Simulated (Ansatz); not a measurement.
ZrIr (rock salt, Fm-3m) under volume change, PBEsol (plane waves, PAW; program Ansatz), scaled uniformly.

```tsv
V (Å³/atom)	E − E(relaxed) (meV/atom)	P (GPa)
17.544	___	___
18.122	41.0	12.00
18.701	___	___
19.279	0.0	0.00
19.857	8.7	-4.72
20.436	33.2	-8.75
21.014	71.2	-12.19
```

**Question.** Fill in the missing entries.

**Answer.** 
- 18.701, E − E(relaxed) (meV/atom): 9.7
- 18.701, P (GPa): 5.53
- 17.544, E − E(relaxed) (meV/atom): 97.7
- 17.544, P (GPa): 19.58

**Question.** What does a third-order Birch–Murnaghan fit give for V₀, B₀ and B′?

**Answer.** V₀ = 19.28 Å³/atom, B₀ = 170 GPa, B′ = 4.3.

The start of the workflow was typed in or built on a structure type; neither database checked (COD, Materials Project) lists it. COD files the formula under space group No. 221. Whether it is the stable phase at ambient conditions was not checked. Symmetry was held in the PBEsol relaxation; its stability against distortions is not shown here. No spin polarisation was allowed. Scalar-relativistic: spin–orbit coupling is off unless named, which matters more the heavier the elements.

Potentials: the earlier of the program's two PAW sets. The files were generated under PBE; for other functionals the program regenerates the frozen cores, and for LDA and PBEsol the local potential too.
